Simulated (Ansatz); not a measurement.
AlPt (CsCl type, Pm-3m) at seven volumes, DFT-r²SCAN in the program Ansatz with PAW potentials, scaled uniformly. One row is withheld.

```
V (Å³/atom)  P (GPa)
-----------  -------
13.117         23.93
13.549             ?
13.982          6.69
14.414          0.01
14.847         -5.63
15.279        -10.39
15.711        -14.39
```

**Question.** Fit the shown pressures and predict the withheld one.

**Answer.** P = (3/2)B₀(x^(7/2) − x^(5/2))[1 + (3/4)(B′ − 4)(x − 1)] with x = (V₀/V)^(2/3). Least squares on the six rows gives V₀ = 14.415 Å³/atom, B₀ = 204 GPa, B′ = 4.61. At V = 13.549, x = 1.0422 and P = 14.58 GPa. The run itself gave 14.59 GPa.

The workflow started from a Materials Project entry (that database holds measured and hypothetical structures alike); the Crystallography Open Database copy checked does not list it. With Al and Pt taken as one species the cell has the higher symmetry Im-3m, so it may be an ordered model of a mixed-site phase. Whether it is the stable phase at ambient conditions was not checked. Symmetry was held in the r²SCAN relaxation; of distortions, only those at the zone centre were tested. The run is not spin-polarised. Spin–orbit coupling is left out wherever it is not named.

Potentials: the later of the program's two PAW sets.
